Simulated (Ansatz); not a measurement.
Input:

ZrSnTe:
```cif
data_Sn2Te2Zr2
_chemical_formula_sum 'Zr2 Sn2 Te2'
_space_group_name_H-M_alt 'P 1'
_space_group_IT_number 1
_cell_length_a 4.09284
_cell_length_b 4.09284
_cell_length_c 8.79348
_cell_angle_alpha 90.000
_cell_angle_beta 90.000
_cell_angle_gamma 90.000
loop_
_space_group_symop_operation_xyz
  'x, y, z'
loop_
_atom_site_label
_atom_site_type_symbol
_atom_site_fract_x
_atom_site_fract_y
_atom_site_fract_z
_atom_site_occupancy
Zr1 Zr 0.50000 0.00000 0.26353 1
Zr2 Zr 0.00000 0.50000 0.73647 1
Sn1 Sn 0.00000 0.00000 0.00000 1
Sn2 Sn 0.50000 0.50000 0.00000 1
Te1 Te 0.50000 0.00000 0.61978 1
Te2 Te 0.00000 0.50000 0.38022 1
```

This is the r²SCAN-relaxed structure.

Task: All from r²SCAN (plane waves, PAW; program Ansatz), unless another level is named. Predict the electronic character.

Result: metallic (no gap).

Task: Predict the density of states at the Fermi level.

Result: 0.07 states/eV per atom (mean over ±0.08 eV).

Task: Predict the formation energy from the elements (no fitted shifts).

Result: -0.78 eV/atom.

Space group P4/nmm. The workflow started from a Materials Project entry (that database holds measured and hypothetical structures alike); the Crystallography Open Database copy checked does not list it. Its standing as an ambient phase is unchecked. Symmetry was held in the r²SCAN relaxation; its stability against distortions is not shown here. No spin polarisation was allowed. The references are the lowest solids computed at this level, not always the standard phases. Spin–orbit coupling is left out wherever it is not named.

Potentials: the later of the program's two PAW sets.
